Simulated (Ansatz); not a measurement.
LiNbO₃ (R3c), relaxed with HSE06 (Ansatz, a program for electronic structure, plane waves, PAW): a = b = 5.1335 Å, c = 13.8405 Å, α = β = 90.00°, γ = 120.00°.

| Quantity | Value |
|---|---|
| gap (eV) | 5.13 |
| B₀ by P(V) fit (GPa) | 110 |

### Question
The same phase is relaxed and computed with r²SCAN in the same code. What are the cell and these values now?

### Answer
a = b = 5.138 Å, c = 13.885 Å, α = β = 90.00°, γ = 120.00°.

gap (eV): 4.00
B₀ by P(V) fit (GPa): 112

All cells were relaxed under the symmetry of their starts (and spin orders); stability against distortions was not tested throughout. Rows with no word on spin ran without spin polarisation. Scalar-relativistic: spin–orbit coupling is off unless named, which matters more the heavier the elements.

Potentials: the later of the program's two PAW sets.

Ansatz is a plane-wave DFT program.
